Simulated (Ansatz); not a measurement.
# Is this Ti2GaS3 structure a true minimum?

It was reached by relaxing an invented guess, and it needn't be the stable form of this composition.

Method: DFT PBE, scalar-relativistic, plane waves, PAW (Ansatz). Plane waves to 420 eV, a k mesh through Γ of 12×12×4 on the computed 6-atom cell and Gaussian smearing (0.10 eV); no spin polarisation.

The cell below (6 atoms, space group P-6m2 (No. 187)) is relaxed within its symmetry.

```yaml
crystal:
  lattice:
    - [3.32538, 0.00000, 0.00000]
    - [-1.66269, 2.87987, 0.00000]
    - [0.00000, 0.00000, 10.82317]
  atoms:
    - { symbol: Ti, position: [0.00000, 0.00000, 0.34857] }
    - { symbol: Ti, position: [0.00000, 0.00000, 0.65143] }
    - { symbol: Ga, position: [0.00000, 0.00000, 0.00000] }
    - { symbol: S, position: [0.33333, 0.66667, 0.21128] }
    - { symbol: S, position: [0.33333, 0.66667, 0.50000] }
    - { symbol: S, position: [0.33333, 0.66667, 0.78872] }
```

For the test a repeat of it with 12 atoms (edges 3.33, 3.33, 21.65 Å) was strained at random (σ = 1.5 % a component), the atoms were moved at random (σ = 0.10 Å), and all was relaxed again on a coarse 6×6×1 mesh (in the run’s order of axes) with 0.20 eV smearing, with no symmetry imposed.

An odd number of electrons in the primitive cell allows no gap without spin; a larger cell or a magnetic state could open one.

Question: What happens?

Answer: It returns, within 1 meV/atom of the unmoved cell on that mesh and with the same symmetry when read at 0.1 Å (P1 at 0.01 Å, so small strains and shifts remain). No instability shows in this cell; modes of other wave vectors, which need another repeat, aren't tested.
